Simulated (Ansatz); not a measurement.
Starting structure of a cell relaxation (symmetry kept):

```cif
data_structure
_symmetry_space_group_name_H-M 'P 1'
_symmetry_Int_Tables_number 1
_cell_length_a 4.8010
_cell_length_b 4.8010
_cell_length_c 4.8010
_cell_angle_alpha 109.471
_cell_angle_beta 109.471
_cell_angle_gamma 109.471
_cell_volume 85.19
loop_
_atom_site_label
_atom_site_type_symbol
_atom_site_fract_x
_atom_site_fract_y
_atom_site_fract_z
_atom_site_occupancy
Mn1 Mn 0.00000 0.00000 0.00000 1
Ga1 Ga 0.00000 0.00000 0.50000 1
Ga2 Ga 0.00000 0.50000 0.00000 1
Ga3 Ga 0.50000 0.00000 0.00000 1
Ga4 Ga 0.50000 0.50000 0.50000 1
```

The calculation used DFT r2SCAN, scalar-relativistic, plane waves, PAW in Ansatz.

Cutoff 500 eV; k points 10×10×10 on the computed 5-atom cell (Γ-centred); Gaussian smearing, width 0.10 eV; collinear spin from starting moments 1.24 0 0 0 0 μB.

Task: What does it relax to?

Result: The volume increases by 0.02 Å³/atom to 17.06 Å³/atom, and the energy changes by under 0.1 meV/atom. The cell ends with a moment of 0.87 μB (only this magnetic start was tried). Final structure:
```cif
data_structure
_symmetry_space_group_name_H-M 'P 1'
_symmetry_Int_Tables_number 1
_cell_length_a 4.8032
_cell_length_b 4.8032
_cell_length_c 4.8032
_cell_angle_alpha 109.471
_cell_angle_beta 109.471
_cell_angle_gamma 109.471
_cell_volume 85.30
loop_
_atom_site_label
_atom_site_type_symbol
_atom_site_fract_x
_atom_site_fract_y
_atom_site_fract_z
_atom_site_occupancy
Mn1 Mn 0.00000 0.00000 0.00000 1
Ga1 Ga 0.00000 0.00000 0.50000 1
Ga2 Ga 0.00000 0.50000 0.00000 1
Ga3 Ga 0.50000 0.00000 0.00000 1
Ga4 Ga 0.50000 0.50000 0.50000 1
```

The state reached may not be the lowest one. Only parallel moments were tried here.